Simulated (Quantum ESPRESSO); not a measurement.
Band energies of SiO2

```xyz
12
Lattice="-4.4720 4.4720 2.6118 4.4720 -4.4720 2.6118 4.4720 4.4720 -2.6118" Properties=species:S:1:pos:R:3 pbc="T T T"
O      2.2360     2.2360     1.3059
O     -2.2360     2.2360     1.3059
O      2.2360     2.2360    -1.3059
O      2.2360    -2.2360     1.3059
O      1.8653     0.0000     0.0000
O      7.0788     0.0000     0.0000
O      0.0000     1.8653     0.0000
O      0.0000     7.0788     0.0000
Si     1.5821     1.5821     0.0000
Si     2.8899     2.8899     2.6118
Si     2.8899    -2.8899     2.6118
Si    -2.8899     2.8899     2.6118
```

norm-conserving PBEsol (Quantum ESPRESSO, 84 Ry, no spin-orbit coupling); path ΓXMΓZPNZ1M,XP; energies in eV from the valence-band maximum.

```
k (1/Å)  point  band 28  band 29  band 30  band 31  band 32  band 33  band 34  band 35
-------  -----  -------  -------  -------  -------  -------  -------  -------  -------
0.00         Γ    -1.37    -0.82    -0.68    -0.01    -0.01     5.57     8.46     8.52
0.25              -1.13    -0.57    -0.56    -0.16    -0.09     5.93     8.03     8.57
0.50         X    -0.76    -0.46    -0.38    -0.37    -0.24     6.69     7.10     8.66
0.99         M    -1.02    -1.02    -0.16     0.00     0.00     7.69     7.69     7.75
1.17              -1.04    -0.80    -0.23    -0.12     0.00     6.97     7.85     8.03
1.52              -1.27    -0.66    -0.61    -0.13    -0.01     5.75     8.40     8.45
1.70         Γ    -1.37    -0.82    -0.68    -0.01    -0.01     5.57     8.46     8.52
2.10              -1.26    -1.26    -0.99    -0.64    -0.06     6.48     8.65     9.33
2.30              -1.18    -1.16    -0.93    -0.93    -0.10     7.42     8.52     9.05
2.50         Z    -1.32    -1.31    -0.51    -0.51    -0.14     8.15     8.51     8.51
2.68              -1.26    -1.03    -0.67    -0.63    -0.17     8.00     8.18     8.31
2.86              -1.08    -0.83    -0.77    -0.59    -0.26     7.86     8.04     8.19
3.04         P    -1.03    -0.75    -0.75    -0.54    -0.33     7.90     8.07     8.28
3.22              -1.06    -0.92    -0.76    -0.57    -0.27     7.80     7.95     8.53
3.39         N    -1.14    -1.11    -0.78    -0.59    -0.24     7.74     7.89     8.78
3.80        Z1    -1.32    -1.31    -0.51    -0.51    -0.14     8.15     8.51     8.51
3.93              -1.20    -1.20    -0.26    -0.26    -0.15     7.95     8.09     8.09
4.19         M    -1.02    -1.02    -0.16     0.00     0.00     7.69     7.69     7.75
4.19         X    -0.76    -0.46    -0.38    -0.37    -0.24     6.69     7.10     8.66
4.43              -0.77    -0.62    -0.49    -0.44    -0.35     6.96     7.34     8.84
4.56              -0.83    -0.77    -0.59    -0.52    -0.34     7.24     7.61     8.71
4.80         P    -1.03    -0.75    -0.75    -0.54    -0.33     7.90     8.07     8.28
```

The PBEsol gap is 5.57 eV and nearly direct: the edges lie at M and Γ, the smallest direct gap within 0.02 eV of it. Another valence extremum on the path lies within 0.02 eV, too close to call.

Geometry of the Materials Project entry, not relaxed at this level.

This is not the ordinary phase of the substance; no match was found in the copy of COD used, and its stability was not checked.
